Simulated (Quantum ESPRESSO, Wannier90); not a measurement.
## Tight-binding from DFT: Mo (bcc (W type))

```yaml
crystal:
  lattice:
    - [-1.58381, 1.58381, 1.58381]
    - [1.58381, -1.58381, 1.58381]
    - [1.58381, 1.58381, -1.58381]
  atoms:
    - { symbol: Mo, position: [0.00000, 0.00000, 0.00000] }
```

Cell from Materials Project (mp-129), symmetrised, no further relaxation. This is the element's usual structure. Method: PBEsol plane waves in Quantum ESPRESSO 7.5 (PseudoDojo norm-conserving files, 64 Ry, no spin polarisation, no spin-orbit coupling), Bloch states on a 12×12×12 mesh through Γ, Wannier90 4.0.1. Density: 18×18×18 mesh, cold smearing 0.01 Ry.

The lattice is scaled uniformly with fixed fractional positions, and at each scale an atom-like model (Mo spd; disentangled, num_iter = 0) is made. Listed is the largest hopping of each kind of orbital pair shown, with the distance of the two functions' centres at scale 1; the mesh was not varied.

| scale | modulus of t, Mo1 pz–Mo1 pz at 3.17 Å (eV) | modulus of t, Mo1 s–Mo1 s at 2.74 Å (eV) | modulus of t, Mo1 s–Mo1 px at 2.74 Å (eV) |
|---|---|---|---|
| 0.950 | 3.247 | 1.363 | 1.278 |
| 0.975 | 3.029 | 1.310 | 1.243 |
| 1.000 | 2.785 | 1.255 | 1.205 |
| 1.025 | 2.565 | 1.198 | 1.166 |
| 1.050 | 2.368 | 1.141 | 1.124 |

Q: With |t| ∝ d^(−η), find η for each hopping from the ends of the series.

A: 
- Mo1 pz–Mo1 pz at 3.17 Å: η = −ln(2.368/3.247)/ln(1.050/0.950) = 3.2
- Mo1 s–Mo1 s at 2.74 Å: η = −ln(1.141/1.363)/ln(1.050/0.950) = 1.8
- Mo1 s–Mo1 px at 2.74 Å: η = −ln(1.124/1.278)/ln(1.050/0.950) = 1.3
Harrison's rules would take η = 2.0, 2.0, 2.0 for these pairs; they describe atomic orbitals, while these are orthogonalised and change shape with the volume.
